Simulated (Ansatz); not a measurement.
input.yaml

```yaml
crystal:
  lattice:
    - [2.1440203315, 1.2378507155, 9.9595888897]
    - [-2.1440203315, 1.2378507155, 9.9595888897]
    - [0.0, -2.4757014311, 9.9595888897]
  atoms:
    - { symbol: Bi, position: [0.6056305914, 0.6056305914, 0.6056305914] }
    - { symbol: Bi, position: [0.3943694086, 0.3943694086, 0.3943694086] }
    - { symbol: Te, position: [0.2131767935, 0.2131767935, 0.2131767935] }
    - { symbol: Te, position: [0.7868232065, 0.7868232065, 0.7868232065] }
    - { symbol: Se, position: [0.0, 0.0, 0.0] }
basis:
  ecutwfc: 420
kpoints:
  mp_grid: { grid: [12, 12, 12] }
  band_path:
    path:
      - [[0.0, 0.0, 0.0], [0.5, 0.5, 0.5], [0.82303511, 0.17696489, 0.5]]
      - [[0.5, -0.17696489, 0.17696489], [0.5, 0.0, 0.0], [0.0, 0.0, 0.0], [0.33848245, -0.33848245, 0.0]]
      - [[0.66151755, 0.0, 0.33848245], [0.5, 0.0, 0.5], [0.0, 0.0, 0.0]]
    npoints: 14
hamiltonian:
  xc: pbesol
scf:
  occupations: { method: gaussian, width: 0.1 }
  n_extra_bands: 12
output:
  forces: true
  stress: true
  eigenvalues: true
  populations: true
  dos: { projected: true, de: 0.02, nscf_kmesh: { grid: [18, 18, 18] } }
  bader: true
  write_density: true
  write_potential: true
  elf: true
  volumetric_format: npy
```

Command:
```bash
ansatz run input.yaml --threads 2 --pin off --max-ram 5120MiB --backend cpu --events-out ev --progress --plain --runs-dir out
```

Theory: DFT PBEsol, scalar-relativistic, plane waves, PAW in Ansatz.

Abridged output:

```
scf.n_extra_bands = 12 over 39 filled bands (N_el = 78.0): the run solves 51 bands
Pseudopotentials: kind: paw
Pseudopotential: Bi, paw, valence charge 15, recommended cutoff 420 eV (normal)
Pseudopotential: Te, paw, valence charge 16, recommended cutoff 420 eV (normal)
Pseudopotential: Se, paw, valence charge 16, recommended cutoff 420 eV (normal)
Functional definition: PBEsol
Crystal: 5 atoms, lattice volume = 158.595 Å³
Basis set: ecut = 420 eV, 3105 PW (Γ), FFT grids on a1−a2, a2, −a2+a3, exchange–correlation on 60×144×60 points (8 copies of the dense FFT grid, shifted against one another)
Bands: 51, of which v1, the nominal top of the filled ones, is band 39 counted from 1 (38 counted from 0)
Symmetry: 12 space group operations
Space group: R-3m (ITA 166), of the structure as read, at distance tolerance 5.4e-5 Å
k-points: 189 of 1728
Initial density: superposition of atomic densities (neutral atoms: chi_scale 0, normalization atom), corrected by the library's trained network
Initial wavefunctions: pseudopotential atomic-orbital guess
Functional: x = pbesol(κ = 0.804, μ = 0.12345679), c = pbesol(β = 0.046)
SCF iter   1: F=—  HF=-43712.699386 eV  |F-HF|=—  |Δ(HF+E_count)|=         —  Δρ=2.24e-3  dr2=2.69e-2  ethr=1.77e-3  ⟨swp⟩=10.1  Hψ=45819  notcnv=0  defer=169
SCF iter   2: F=—  HF=-43712.692902 eV  |F-HF|=—  |Δ(HF+E_count)|=   6.48e-3  Δρ=1.32e-3  dr2=1.00e-2  ethr=3.45e-5  ⟨swp⟩=2.2  Hψ=14560  notcnv=0  defer=222
SCF iter   3: F=—  HF=-43712.691775 eV  |F-HF|=—  |Δ(HF+E_count)|=   1.13e-3  Δρ=4.17e-4  dr2=6.58e-4  ethr=1.28e-5  ⟨swp⟩=2.4  Hψ=14009  notcnv=0  defer=222
SCF iter   4: F=—  HF=-43712.691681 eV  |F-HF|=—  |Δ(HF+E_count)|=   9.49e-5  Δρ=1.98e-4  dr2=2.30e-4  ethr=8.43e-7  ⟨swp⟩=2.4  Hψ=15979  notcnv=0  defer=222
SCF iter   5: F=—  HF=-43712.691667 eV  |F-HF|=—  |Δ(HF+E_count)|=   1.38e-5  Δρ=7.46e-5  dr2=2.92e-5  ethr=2.95e-7  ⟨swp⟩=2.7  Hψ=14382  notcnv=0  defer=222
SCF iter   6: F=—  HF=-43712.691663 eV  |F-HF|=—  |Δ(HF+E_count)|=   3.94e-6  Δρ=3.98e-5  dr2=1.54e-5  ethr=3.74e-8  ⟨swp⟩=2.0  Hψ=16105  notcnv=0  defer=222
SCF iter   7: F=—  HF=-43712.691661 eV  |F-HF|=—  |Δ(HF+E_count)|=   1.65e-6  Δρ=1.87e-5  dr2=1.57e-6  ethr=1.98e-8  ⟨swp⟩=2.0  Hψ=13939  notcnv=0  defer=222
SCF iter   8: F=—  HF=-43712.691661 eV  |F-HF|=—  |Δ(HF+E_count)|=   1.09e-7  Δρ=5.34e-6  dr2=1.31e-7  ethr=2.01e-9  ⟨swp⟩=2.0  Hψ=10610  notcnv=0  defer=222
SCF iter   9: F=-43712.691661 eV  HF=-43712.691661 eV  |F-HF|=4.05e-9  |Δ(HF+E_count)|=   2.94e-8  Δρ=2.36e-6  dr2=1.24e-8  ethr=1.28e-10  ⟨swp⟩=16.5  Hψ=71766  notcnv=0
SCF 1 converged in 9 iterations: F = -43712.691661 eV  dr2 = 1.24e-8
SCF converged after 9 iterations
Free energy (F): -43712.691661 eV
Harris-Foulkes:  -43712.691661 eV  (|F-HF|=4.05e-9)
Internal energy: -43712.691591 eV  (E = F + TS)
E sigma→0 (E₀):  -43712.691626 eV
Entropy (-TS):   -0.000071 eV (-0.014 meV/atom)
Fermi energy:    9.289533 eV
--- Per-component energies (eV) ---
  E_band       = -1105.707026
  E_kinetic    = 1083.565562
  E_local      = -8224.429068  (includes V_loc(G=0)·N_el)
  E_nonlocal   = -81.681418
  E_hartree    = 3914.690811
  E_xc         = -651.901964
  E_vxc        = -596.054149  (∫ρ·V_xc dr)
  E_paw        = -32055.323561  (= ΣΔE_a)
  E_vpaw       = -1116.478806  (= ΣTr[D̂ρ^β])
  E_aug_tail   = -0.001876  (compensation charges beyond the density's cutoff)
  E_ewald      = -7699.547662
  E_core_change = 1.937585  (= ΣΔE_core)
  E_smearing   = -0.000071  (= −TS)
--- Forces (eV/Å), atoms counted from 1 ---
  atom   1  Bi     0.00000000     0.00000000    -0.00074753
  atom   2  Bi     0.00000000     0.00000000     0.00074753
  atom   3  Te     0.00000000     0.00000000    -0.00026725
  atom   4  Te     0.00000000     0.00000000     0.00026725
  atom   5  Se     0.00000000     0.00000000     0.00000000
--- Stress (GPa, compression-positive) ---
       -0.001407       0.000000       0.000000
        0.000000      -0.001407       0.000000
        0.000000       0.000000      -0.011581
  P = ⅓ Tr σ = -0.0048 GPa (-0.048 kbar)
--- Band table (eV; the first three rows and the last of 189) ---
  k-point 0: bands = ["-38.2495", "-38.2478", "-38.2478", "-38.2367", "-38.2367", "-27.3319", "-27.3319", "-27.3270", "-27.3262", "-27.3259", "-27.3259", "-27.3234", "-27.3234", "-27.3219", "-27.3219", "-13.8406", "-13.8406", "-13.8374", "-13.8374", "-13.8285", "-13.8267", "-13.8253", "-13.8253", "-13.8200", "-13.8200", "-4.8289", "-3.5014", "-2.8471", "0.3765", "0.5107", "6.8250", "7.0830", "7.0830", "7.2365", "7.7813", "7.7813", "8.3429", "8.3429", "9.2736", "9.3050", "10.1276", "10.1276", "11.2208", "11.5981", "11.5981", "14.7404", "14.8512", "15.5112", "15.5112", "15.8301", "15.9739"]
  k-point 1: bands = ["-38.2495", "-38.2478", "-38.2478", "-38.2367", "-38.2367", "-27.3319", "-27.3318", "-27.3269", "-27.3266", "-27.3259", "-27.3256", "-27.3234", "-27.3233", "-27.3219", "-27.3218", "-13.8414", "-13.8395", "-13.8380", "-13.8364", "-13.8280", "-13.8267", "-13.8253", "-13.8251", "-13.8205", "-13.8199", "-4.7716", "-3.4450", "-2.8055", "0.3103", "0.4768", "6.3427", "6.7571", "6.9060", "7.3649", "7.7782", "7.8862", "8.1020", "8.1467", "8.7221", "9.9556", "10.4246", "10.7320", "11.3003", "11.4365", "11.5612", "14.3560", "14.6352", "15.5121", "15.5338", "15.9796", "16.1348"]
  k-point 2: bands = ["-38.2494", "-38.2478", "-38.2478", "-38.2367", "-38.2367", "-27.3318", "-27.3318", "-27.3271", "-27.3266", "-27.3259", "-27.3253", "-27.3233", "-27.3229", "-27.3219", "-27.3217", "-13.8438", "-13.8398", "-13.8370", "-13.8340", "-13.8284", "-13.8261", "-13.8249", "-13.8236", "-13.8213", "-13.8194", "-4.6032", "-3.2808", "-2.6862", "0.0924", "0.3775", "5.8216", "6.0592", "6.5726", "6.5787", "7.6132", "7.8436", "8.0630", "8.1793", "8.5441", "10.3964", "10.9243", "10.9318", "11.3433", "11.5531", "12.2055", "13.6672", "14.5408", "15.6971", "15.8514", "16.2945", "16.3709"]
  k-point 188: bands = ["-38.2495", "-38.2478", "-38.2478", "-38.2367", "-38.2367", "-27.3319", "-27.3319", "-27.3270", "-27.3262", "-27.3259", "-27.3259", "-27.3234", "-27.3234", "-27.3219", "-27.3219", "-13.8406", "-13.8406", "-13.8374", "-13.8374", "-13.8285", "-13.8267", "-13.8253", "-13.8253", "-13.8200", "-13.8200", "-4.7909", "-3.7492", "-2.4644", "-0.3958", "1.1771", "6.4214", "7.0749", "7.0749", "7.7819", "8.0040", "8.0040", "8.0399", "8.0399", "8.5223", "10.0587", "10.5153", "10.5153", "11.0302", "11.2076", "11.2076", "14.3260", "15.1256", "15.1256", "15.4251", "15.7151", "16.6740"]
--- Löwdin populations: 5 sites ---
  site symbol q [e]
     0     Bi     14.5649
     1     Bi     14.5649
     2     Te     16.1157
     3     Te     16.1157
     4     Se     16.4543
  spilling = 0.002366 (of n_electrons = 78.000000)
--- Bader charges: 5 sites ---
  site symbol charge [e]  shift [e]
     0     Bi      0.7707     0.0000
     1     Bi      0.7707     0.0000
     2     Te     -0.3737     0.0000
     3     Te     -0.3737     0.0000
     4     Se     -0.7940     0.0000
  estimated error of the sums over rays = 5.7e-4 e
```

Self-consistency was reached.

It took 4.5 min on 2 threads of Intel(R) Xeon(R) Platinum 8488C (Sapphire Rapids), with other jobs on the host, peak memory 2.6 GiB.

Spin-orbit coupling is left out, which matters for the bands of heavy elements.